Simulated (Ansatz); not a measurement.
The calculation used Ansatz 0.2.0, DFT PBE, scalar-relativistic, plane waves, PAW. Settings: cutoff 420 eV, Γ-centred meshes spaced at most about 0.3 Å⁻¹, and about 0.25 Å⁻¹ or finer for metals (2π included), Gaussian smearing. No spin polarisation in the final relaxations.

Temperature and zero-point effects are left out. All come from trial cells, and lower structures may exist.

**Question.** Which of these relaxed structures of PC4 is the lowest in energy?
1.

Space group I4/mmm (No. 139). a = 6.398 Å, b = 6.398 Å, c = 2.459 Å, α = 90.00°, β = 90.00°, γ = 90.00°
```csv
atom,site,symmetry,x,y,z
P,2a,4/mmm,0.0000,0.0000,0.0000
C,8h,m.2m,0.2147,0.7853,0.0000
```

2.

Space group R-3m:H (No. 166). a = 2.702 Å, b = 2.702 Å, c = 16.855 Å, α = 90.00°, β = 90.00°, γ = 120.00°
| atom | site | symmetry | x | y | z |
| --- | --- | --- | --- | --- | --- |
| P | 3a | -3m | 0.0000 | 0.0000 | 0.0000 |
| C | 6c | 3m | 0.3333 | 0.6667 | 0.9376 |
| C | 6c | 3m | 0.0000 | 0.0000 | 0.8166 |

3.

Space group P6/mmm (No. 191). a = 2.466 Å, b = 2.466 Å, c = 13.370 Å, α = 90.00°, β = 90.00°, γ = 120.00°
| atom | site | symmetry | x | y | z |
| --- | --- | --- | --- | --- | --- |
| P | 1a | 6/mmm | 0.0000 | 0.0000 | 0.0000 |
| C | 4h | 3m. | 0.3333 | 0.6667 | 0.6652 |

**Answer.** 3. It has space group P6/mmm (No. 191); the next, 1, with space group I4/mmm (No. 139), lies 0.41 eV/atom higher. Counting C atoms around P (those within 1.25 times the shortest such distance or 1.15 times the sum of covalent radii, 1.27 where that leaves under three; a plus sign parts nearer from farther groups; the shortest distance is added where it exceeds 1.18 times the sum of covalent radii), the lowest has P 12+12+24 from 4.7 Å and the next has P 4. The lowest holds C–C nets (shortest 1.42 Å); the next holds P–P chains (shortest 2.46 Å) and C–C chains (shortest 1.39 Å). Even the lowest lies +0.19 eV/atom against the elements.

Weakly bound directions are ill-defined at this level, which has no dispersion term (P6/mmm), and this can change margins and order among such cells. In P6/mmm, I4/mmm, R-3m an odd number of electrons in the primitive cell allows no gap without spin; a larger cell or a magnetic state could open one. Cells relaxed within their symmetry can be saddle points. Some structure types and database cells were kept out of the candidates from the start, so a known form may be missing.
